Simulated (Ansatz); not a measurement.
This run works on a generated trial structure, not on a known crystal.

Input and command of a plane-wave DFT calculation in Ansatz:

```yaml
crystal:
  lattice:
    - [2.8506153555, 0.0, 0.0]
    - [0.0, 3.7434186905, 0.0]
    - [0.0, 0.0, 6.1074861506]
  atoms:
    - { symbol: In, position: [0.5, 0.5, 0.5] }
    - { symbol: Ga, position: [0.0, 0.0, 0.0] }
    - { symbol: O, position: [0.5, 0.0, 0.2093751198] }
    - { symbol: O, position: [0.5, 0.0, 0.7906248802] }
basis:
  ecutwfc: 420
kpoints:
  mp_grid: { grid: [16, 12, 8] }
hamiltonian:
  xc: pbe
scf:
  occupations: { method: gaussian, width: 0.1 }
output:
  forces: true
  stress: true
  eigenvalues: true
  write_density: true
  write_potential: true
  elf: true
  volumetric_format: npy
relax:
  adjacent_minimum: "off"
  f_tol: 0.01
  max_steps: 80
  cell: { stress_tol: 0.05 }
```

```bash
ansatz run input.yaml --threads 1 --pin off --max-ram 2560MiB --backend cpu --events-out ev --progress --plain --runs-dir out
```

Processor: Intel(R) Xeon(R) 6975P-C (Granite Rapids), 1 thread, on a host shared with other jobs.

Problem. Estimate time, memory and problem size.

Solution. About 84 s, peak memory 0.72 GiB. It solves 23 bands at 315 k points (after reduction by symmetry) with about 1277 plane waves (on the last cell), in 42 SCF iterations over 6 ionic steps.
